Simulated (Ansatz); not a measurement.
Below is a relaxed structure of Zn₄SO₃. The cell was found from a structure generator's guess, not taken from experiment.

Computed with DFT PBE, scalar-relativistic, plane waves, PAW in Ansatz. Cutoff 420 eV, Γ-centred mesh, Gaussian smearing, no spin polarisation.

```
Zn S O
1.0
     4.82078    0.00000    0.00000
     0.00000    4.82078    0.00000
     0.00000    0.00000    4.82078
Zn S O
4 1 3
Direct
  0.77061 0.77061 0.77061
  0.77061 0.22939 0.22939
  0.22939 0.77061 0.22939
  0.22939 0.22939 0.77061
  0.50000 0.50000 0.50000
  0.00000 0.00000 0.50000
  0.00000 0.50000 0.00000
  0.50000 0.00000 0.00000
```

Energies over the elements count from the elements' standard structures at the same level (O₂ as a molecule), with no fitted energy shifts.

Question: What space group does it have?

Answer: P-43m (No. 215), with S and O ordered on zinc blende sites. Conventional cell: a = 4.821 Å. Around Zn lie 3 O at 2.04 Å and 1 S at 2.26 Å; S is surrounded by 4 Zn at 2.26 Å; O has 4 Zn at 2.04 Å.

Question: How far does it lie from the elements in energy?

Answer: −1.192 eV/atom. A negative formation energy is needed for stability but isn't enough: competing phases decide.

Question: Is it a metal?

Answer: No, the gap on the 8×8×8 mesh is 0.43 eV.

The last run used an 8×8×8 mesh for its 8-atom cell and Gaussian smearing of 0.02 eV. Kohn–Sham gaps at this level usually fall short of measured ones. The reference form of S is held partly by dispersion forces, which this level lacks. A later test with randomly moved atoms came back to the same energy, though modes that don't fit the test's cell weren't probed.
